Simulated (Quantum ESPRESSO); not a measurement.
## Band energies of NbRu$_{3}$

```xyz
4
Lattice="3.8851 0.0000 0.0000 0.0000 3.8851 0.0000 0.0000 0.0000 3.8851" Properties=species:S:1:pos:R:3 pbc="T T T"
Nb     0.0000     0.0000     0.0000
Ru     0.0000     1.9426     1.9426
Ru     1.9426     0.0000     1.9426
Ru     1.9426     1.9426     0.0000
```

PBEsol (pw.x of Quantum ESPRESSO, ONCV potentials, scalar-relativistic); path ΓXMΓRX,MR; energies in eV from the Fermi level.

| k (1/Å) | point | band 26 | band 27 | band 28 | band 29 | band 30 | band 31 | band 32 | band 33 |
|---|---|---|---|---|---|---|---|---|---|
| 0.00 | Γ | -1.77 | 0.47 | 0.47 | 1.76 | 2.28 | 2.28 | 2.28 | 3.61 |
| 0.35 |  | -1.45 | -0.04 | 0.42 | 0.42 | 0.56 | 1.19 | 1.83 | 2.28 |
| 0.69 |  | -2.02 | -0.97 | -0.53 | -0.52 | -0.52 | -0.18 | 0.86 | 1.29 |
| 0.81 | X | -2.57 | -1.07 | -0.76 | -0.40 | -0.40 | -0.32 | 0.87 | 1.10 |
| 1.04 |  | -2.57 | -1.41 | -1.37 | -0.39 | -0.28 | 0.04 | 0.32 | 0.94 |
| 1.39 |  | -2.58 | -2.23 | -2.02 | -0.63 | -0.57 | -0.32 | -0.24 | 0.24 |
| 1.62 | M | -2.61 | -2.54 | -1.78 | -0.97 | -0.92 | -0.92 | -0.09 | 0.00 |
| 1.72 |  | -2.54 | -2.43 | -1.87 | -0.92 | -0.85 | -0.69 | -0.15 | 0.07 |
| 2.03 |  | -1.78 | -1.55 | -1.35 | -0.82 | -0.59 | 0.02 | 0.64 | 0.92 |
| 2.45 |  | -1.54 | 0.18 | 0.42 | 0.55 | 0.79 | 1.37 | 1.85 | 2.00 |
| 2.76 | Γ | -1.77 | 0.47 | 0.47 | 1.76 | 2.28 | 2.28 | 2.28 | 3.61 |
| 3.06 |  | -1.59 | 0.32 | 0.32 | 0.79 | 0.79 | 1.23 | 1.93 | 2.10 |
| 3.36 |  | -1.36 | -1.19 | -1.19 | -0.09 | -0.09 | 0.03 | 0.03 | 1.89 |
| 3.66 |  | -1.49 | -1.39 | -1.39 | -1.35 | -0.71 | -0.71 | -0.37 | 1.88 |
| 3.96 |  | -1.78 | -1.41 | -1.41 | 0.29 | 0.44 | 0.44 | 1.05 | 1.82 |
| 4.16 | R | -1.86 | -1.45 | -1.45 | 0.96 | 1.56 | 1.56 | 1.56 | 1.81 |
| 4.35 |  | -1.75 | -1.47 | -1.37 | 0.32 | 0.51 | 0.58 | 1.01 | 1.77 |
| 4.64 |  | -1.48 | -1.31 | -1.23 | -1.22 | -1.05 | -0.82 | -0.27 | 1.61 |
| 4.92 |  | -2.17 | -1.62 | -1.55 | -0.75 | -0.50 | -0.43 | 0.30 | 1.51 |
| 5.21 |  | -2.54 | -1.14 | -0.95 | -0.42 | -0.31 | -0.22 | 0.63 | 1.18 |
| 5.30 | X | -2.57 | -1.07 | -0.76 | -0.40 | -0.40 | -0.32 | 0.87 | 1.10 |
| 5.30 | M | -2.61 | -2.54 | -1.78 | -0.97 | -0.92 | -0.92 | -0.09 | 0.00 |
| 5.41 |  | -2.29 | -2.29 | -1.70 | -1.09 | -0.97 | -0.97 | -0.20 | 0.14 |
| 5.71 |  | -1.55 | -1.55 | -0.96 | -0.90 | -0.62 | -0.62 | -0.41 | 1.10 |
| 6.11 | R | -1.86 | -1.45 | -1.45 | 0.96 | 1.56 | 1.56 | 1.56 | 1.81 |

A metal at this level: along this path bands 27, 28, 29, 30, 31, 32 cross the Fermi level.

Spin-orbit splittings are left out.

Geometry of the Materials Project entry, not relaxed at this level.

The structure is a Materials Project entry; no match was found in the copy of COD used, and its stability was not checked.
